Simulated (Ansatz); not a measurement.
GaN:
```yaml
crystal:
  lattice:
    - [3.18286, 0.00000, 0.00000]
    - [-1.59143, 2.75644, 0.00000]
    - [0.00000, 0.00000, 5.18543]
  atoms:
    - { symbol: Ga, position: [0.66667, 0.33333, 0.49918] }
    - { symbol: Ga, position: [0.33333, 0.66667, 0.99918] }
    - { symbol: N, position: [0.66667, 0.33333, 0.87582] }
    - { symbol: N, position: [0.33333, 0.66667, 0.37582] }
```

DFT-PBEsol in the program Ansatz with PAW potentials gives a gap of 1.88 eV without spin–orbit coupling, maximum at Γ, minimum at Γ.

Q: What happens when spin–orbit coupling is switched on?

A: The gap shrinks by 0.01 eV, to 1.87 eV; maximum at Γ, minimum at Γ.

Q: Give the electron effective mass with spin–orbit coupling.

A: 0.16, 0.17, 0.17 mₑ (principal values).

Q: Give the hole effective mass with spin–orbit coupling.

A: 2.1 along z (mₑ).

Space group P6_3mc (wurtzite). The PBEsol relaxation kept the symmetry of its start.

Potentials: the earlier of the program's two PAW sets. The files were generated under PBE; for other functionals the program regenerates the frozen cores, and for LDA and PBEsol the local potential too.
